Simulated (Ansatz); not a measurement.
SiC4:
```cif
data_C8Si2
_chemical_formula_sum 'Si2 C8'
_space_group_name_H-M_alt 'Pn-3m :1'
_space_group_IT_number 224
_space_group_name_Hall 'P 4n 2 3 -1n'
_cell_length_a 5.63423
_cell_length_b 5.63423
_cell_length_c 5.63423
_cell_angle_alpha 90.000
_cell_angle_beta 90.000
_cell_angle_gamma 90.000
loop_
_atom_site_label
_atom_site_type_symbol
_atom_site_symmetry_multiplicity
_atom_site_Wyckoff_symbol
_atom_site_fract_x
_atom_site_fract_y
_atom_site_fract_z
_atom_site_occupancy
Si1 Si 2 a 0.00000 0.00000 0.00000 1
C1 C 8 e 0.18727 0.18727 0.18727 1
```

This is the PBE-relaxed structure.

**Question.** All from PBE in the plane-wave PAW code Ansatz, unless another level is named. Estimate the band gap.

**Answer.** 3.55 eV (indirect).

**Question.** Next, the electron effective mass?

**Answer.** 1.4, 1.4, 3.4 mₑ (principal values).

**Question.** And the smallest direct gap on the standard path?

**Answer.** 3.77 eV.

**Question.** What about the conduction-band minimum?

**Answer.** on the Γ–R line, 23 % of the way from Γ (8 equivalent valleys).

The start of the workflow was typed in or built on a structure type; neither database checked (COD, Materials Project) lists it. Whether it is the stable phase at ambient conditions was not checked. The PBE relaxation kept the symmetry of its start; whether a distortion lowers the energy is not shown. Its formation energy is positive at this level, so the cell may be metastable or incomplete.

Potentials: the earlier of the program's two PAW sets.
